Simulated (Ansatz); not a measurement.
TiC in space group Pm-3m (No. 221; Ti on 3c, C on 3d) under volume change, PBE in the plane-wave PAW code Ansatz, scaled uniformly.

| V (Å³/atom) | E − E(relaxed) (meV/atom) | P (GPa) |
|---|---|---|
| 11.683 | 64.0 | 19.14 |
| 12.068 | 27.0 | 11.81 |
| 12.453 | ? | ? |
| 12.838 | 0.0 | 0.00 |
| 13.223 | 5.8 | -4.71 |
| 13.609 | ? | ? |
| 13.994 | 47.5 | -12.28 |

Task: What belongs in the gaps?

Result: 
- 12.453, E − E(relaxed) (meV/atom): 6.4
- 12.453, P (GPa): 5.47
- 13.609, E − E(relaxed) (meV/atom): 22.1
- 13.609, P (GPa): -8.78

Task: What does a third-order Birch–Murnaghan fit give for V₀, B₀ and B′?

Result: V₀ = 12.84 Å³/atom, B₀ = 169 GPa, B′ = 3.9.

The start of the workflow was typed in or built on a structure type; neither database checked (COD, Materials Project) lists it. It is not the phase usual at ambient conditions (space group No. 225). The PBE relaxation kept the symmetry of its start; whether a distortion lowers the energy is not shown. The run is not spin-polarised. Its formation energy is positive at this level, so the cell may be metastable or incomplete.

Potentials: the earlier of the program's two PAW sets.
